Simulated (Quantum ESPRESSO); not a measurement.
Band energies of SiC

```
CELL_PARAMETERS angstrom
      3.05396     0.00000     0.00000
     -1.52698     2.64481     0.00000
      0.00000     0.00000     5.01195
ATOMIC_POSITIONS crystal
  C  0.33333 0.66667 0.87540
  C  0.66667 0.33333 0.37540
  Si 0.33333 0.66667 0.49960
  Si 0.66667 0.33333 0.99960
```

norm-conserving LDA (Quantum ESPRESSO, 82 Ry, no spin-orbit coupling); path ΓMKΓALHA,LM,KH; energies in eV from the valence-band maximum.

```csv
k (1/Å),point,band 4,band 5,band 6,band 7,band 8,band 9,band 10,band 11
0.00,Γ,-1.33,-1.33,-0.11,0.00,0.00,4.94,6.45,6.69
0.43,,-3.83,-2.13,-1.79,-0.56,-0.34,4.74,6.79,7.18
0.86,,-6.36,-4.85,-3.12,-2.22,-1.01,3.14,4.63,7.23
1.19,M,-6.33,-5.53,-3.38,-3.37,-1.21,2.73,4.18,6.98
1.42,,-6.24,-5.43,-4.22,-3.39,-1.91,3.64,3.96,7.23
1.87,K,-6.26,-6.26,-4.12,-4.12,-3.91,2.14,8.13,8.88
2.30,,-5.80,-5.73,-4.30,-2.65,-2.37,3.45,6.50,7.59
2.82,,-3.57,-2.54,-1.41,-0.52,-0.51,5.76,5.82,7.13
3.25,Γ,-1.33,-1.33,-0.11,0.00,0.00,4.94,6.45,6.69
3.66,,-2.51,-1.04,-1.04,-0.37,-0.37,5.43,6.76,6.94
3.87,A,-4.46,-0.72,-0.72,-0.72,-0.72,6.02,6.02,7.38
4.17,,-4.39,-1.81,-1.81,-1.06,-1.06,5.84,5.84,7.34
4.56,,-5.71,-2.96,-2.96,-1.95,-1.95,4.12,4.12,6.94
5.06,L,-8.38,-2.48,-2.48,-2.35,-2.35,3.28,3.28,5.26
5.52,,-7.98,-5.06,-5.06,-1.85,-1.85,4.65,4.65,6.49
5.75,H,-7.84,-5.78,-5.78,-1.76,-1.76,5.13,5.13,5.96
5.93,,-7.70,-5.41,-5.41,-1.85,-1.85,4.92,4.92,6.37
6.39,,-5.62,-3.23,-3.23,-2.56,-2.56,5.10,5.10,7.55
6.75,,-4.38,-2.15,-2.15,-1.32,-1.32,5.84,5.84,7.13
7.12,A,-4.46,-0.72,-0.72,-0.72,-0.72,6.02,6.02,7.38
7.12,L,-8.38,-2.48,-2.48,-2.35,-2.35,3.28,3.28,5.26
7.54,,-6.84,-4.82,-3.27,-2.82,-1.42,2.88,3.65,7.02
7.74,M,-6.33,-5.53,-3.38,-3.37,-1.21,2.73,4.18,6.98
7.74,K,-6.26,-6.26,-4.12,-4.12,-3.91,2.14,8.13,8.88
7.85,,-6.43,-6.43,-4.01,-3.91,-3.91,2.30,8.11,8.38
8.37,H,-7.84,-5.78,-5.78,-1.76,-1.76,5.13,5.13,5.96
```

The LDA gap is indirect, 2.14 eV, from Γ to K; the smallest direct gap is 3.94 eV.

Geometry relaxed with LDA.
